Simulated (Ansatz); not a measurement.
# CdS (zinc blende): frozen-phonon scan

Starting cell, CdS (zinc blende):

```xyz
4
Lattice="0.0000 5.8778 5.8778 2.9389 2.9389 5.8778 2.9389 2.9389 0.0000" Properties=species:S:1:pos:R:3 pbc="T T T"
S      4.4084     4.4084     4.4084
S      4.4084     7.3473     7.3473
Cd     0.0000     0.0000     0.0000
Cd     2.9389     5.8778     2.9389
```

The atoms are displaced by Q × the pattern below (from a DFPT mode at X = (0.5, 0.5, 0.0), largest move 1; Q in Å), at fixed cell. It is one choice among 2 degenerate patterns. (q is in reciprocal vectors of the primitive cell; the cell shown is doubled to hold the pattern.)

| atom | x | y | z |
|---|---|---|---|
| S1 | 0.000 | -1.000 | 0.000 |
| S2 | 0.000 | 1.000 | 0.000 |
| Cd3 | 0.195 | 0.000 | 0.000 |
| Cd4 | -0.195 | 0.000 | 0.000 |

Computed with r2SCAN (plane waves to 500 eV, PAW, scalar-relativistic; Ansatz, a first-principles code). k mesh 10×10×10 (Γ-centred), Fermi-Dirac smearing 0.05 eV. Energies are smeared free energies. Stress and pressure are positive under compression. CdS was relaxed with its symmetry unable to fall. The zero of ΔE is the undisplaced structure.

```
Q (Å)   ΔE (eV/cell)  P (GPa)  −dE/dQ from forces (eV/Å)
------  ------------  -------  -------------------------
-0.100        0.0973     0.43                      1.948
-0.083        0.0675     0.30                      1.622
-0.067        0.0432     0.19                      1.297
-0.050        0.0243     0.11                      0.972
-0.033        0.0108     0.05                      0.648
-0.017        0.0027     0.01                      0.324
0.000         0.0000     0.00                      0.000
0.017         0.0027     0.01                     -0.324
0.033         0.0108     0.05                     -0.648
0.050         0.0243     0.11                     -0.972
0.067         0.0432     0.19                     -1.297
0.083         0.0675     0.30                     -1.622
0.100         0.0973     0.43                     -1.948
```

Read from the data:

* **Energy at Q = 0.100 Å**: 97.3 meV/cell
* **Space group of the distorted cell**: C222_1 (No. 20), lowered from F-43m
* **Symmetry of the curve**: even: the same for both signs
* **Shape of the curve**: a single well with its minimum at or next to zero displacement
* **Harmonic wavenumber from the curvature (finite differences)**: 270 cm⁻¹
* **Wavenumber by perturbation theory (DFPT, on another k mesh)**: 270 cm⁻¹

The 13 points together took very roughly 28 core-minutes.

(For displaced atoms, the force is minus the slope of the energy, and its curvature is a force constant, which sets phonon frequencies.)
